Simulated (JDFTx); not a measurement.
TiB2(1 0 -1 0) slab cut from bulk TiB2 (space group P6/mmm, indices of the conventional cell, lattice of the Materials Project entry mp-1145, not re-optimised): 10 atoms in 10 planes, a 1x1 cell of 9.77 Å² (|a| = 3.026, |b| = 3.229 Å), 7.9 Å between the outermost planes, Ti outermost, slab composition Ti4B6, cell height 23.9 Å, 8×6×1 k mesh, Fermi smearing 0.01 Ha, no spin polarisation. Whether this polymorph is the ambient one wasn't checked. Neither spin polarisation nor a larger cell was tried.

Level of theory: PBE, GBRV ultrasoft potentials, plane waves to 20/100 Ha; code: JDFTx (a modified build). Vacuum. The outer atoms relax from bulk positions, keeping the cell's symmetry; the lattice is not PBE's own optimum in this code, and that strain can shift the moves by a few hundredths of an ångström. Input:

```
lattice \
  5.7181787644 0.0000000000 0.0000000000 \
  0.0000000000 6.1014910194 0.0000000000 \
  0.0000000000 0.0000000000 45.1644543786
coords-type Lattice
ion B 0.1722107100 0.5000000000 -0.1279199800 1
ion B 0.6722107100 0.5000000000 -0.0913714140 0
ion B 0.6722107100 0.5000000000 -0.0182742830 0
ion B 0.1722107100 0.5000000000 0.0182742830 0
ion B 0.1722107100 0.5000000000 0.0913714140 0
ion B 0.6722107100 0.5000000000 0.1279199800 1
ion Ti 0.6722107100 0.0000000000 -0.1644685450 1
ion Ti 0.1722107100 0.0000000000 -0.0548228480 0
ion Ti 0.6722107100 0.0000000000 0.0548228480 0
ion Ti 0.1722107100 0.0000000000 0.1644685450 1
ion-species pseudo/b_pbe_v1.4.upf
ion-species pseudo/ti_pbe_v1.4.upf
elec-cutoff 20 100
elec-ex-corr gga-PBE
coulomb-interaction Slab 001
coulomb-truncation-embed 0 0 0
kpoint-folding 8 6 1
elec-smearing Fermi 0.01
lcao-params 10
elec-n-bands 48
electronic-scf nIterations 100 energyDiffThreshold 1e-07
ionic-minimize nIterations 10 energyDiffThreshold 1e-5 knormThreshold 4e-4
dump-name vac.$VAR
dump End State Ecomponents EigStats BandEigs Forces ElecDensity IonicPositions Fillings Kpoints Dtot
```

Question: How far do the free atoms of the upper face move along the normal, and how much energy is released?

Answer: Ti (atom 10) -0.10 Å, B (atom 6) 0.02 Å (positive: outward). The free energy falls by 0.134 eV per cell, 109 mJ/m².
